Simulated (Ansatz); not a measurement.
**How much do the gradients of LiPS3 depend on the method?**

Cell: a COD entry, its atoms then relaxed with PBE in this cell.

```xyz
10
Lattice="5.5578 -3.5035 0.0000 5.5578 3.5035 0.0000 -3.7958 0.0000 5.3074" Properties=species:S:1:pos:R:3 pbc="T T T"
Li    5.5578   -1.8161    0.0000
Li    5.5578    1.8161    0.0000
P    -0.4875    0.0000    3.0680
P     7.8074    0.0000    2.2394
S     3.6599    1.9333    2.6537
S     3.6599   -1.9333    2.6537
S     0.9816    0.0000    1.6917
S     6.3382    0.0000    3.6157
S     0.0164    0.0000    4.9935
S     7.3035    0.0000    0.3140
```

Atom numbers follow the list; atoms alike are taken as one site, whose name carries the number of the first.

First run. All values are calculated (Ansatz; DFT, PBE, plane waves and PAW, scalar-relativistic, 420 eV cutoff, Γ-centred 5×5×5 k-points, Fermi–Dirac smearing 0.02 eV), not measured.

```
site  atom  V_zz (10²¹ V/m²)     η
  Li     1              0.18  0.08
   P     3             -4.02  0.60
  S5     5             -20.7  0.59
  S7     7             19.78  0.06
  S9     9             19.94  0.12
```

Second run. The same atoms and settings, except that the functional is r2SCAN and the cutoff is 500 eV.

(1) What does the second run give?

## Answers

(1) 

| site | atom | V_zz | η | change of V_zz |
| --- | --- | --- | --- | --- |
| Li | 1 | 0.16 | 0.12 | -0.02 |
| P | 3 | -4.26 | 0.64 | -0.24 |
| S5 | 5 | -20.9 | 0.60 | -0.18 |
| S7 | 7 | 20.00 | 0.06 | +0.22 |
| S9 | 9 | 20.1 | 0.12 | +0.14 |

The largest change of V_zz is on P, from -4.02 to -4.26. In per cent, |V_zz| changes by +6 on P, +1 on S (all sites that start above 0.5).

With these PAW files V_zz is typically within 2 to 3 % of all-electron values, but misses above 10 % occur on Li.
For the second run: The largest force is 0.4 eV/Å, so the atoms aren't at the calculated equilibrium and relaxing them would move these values.
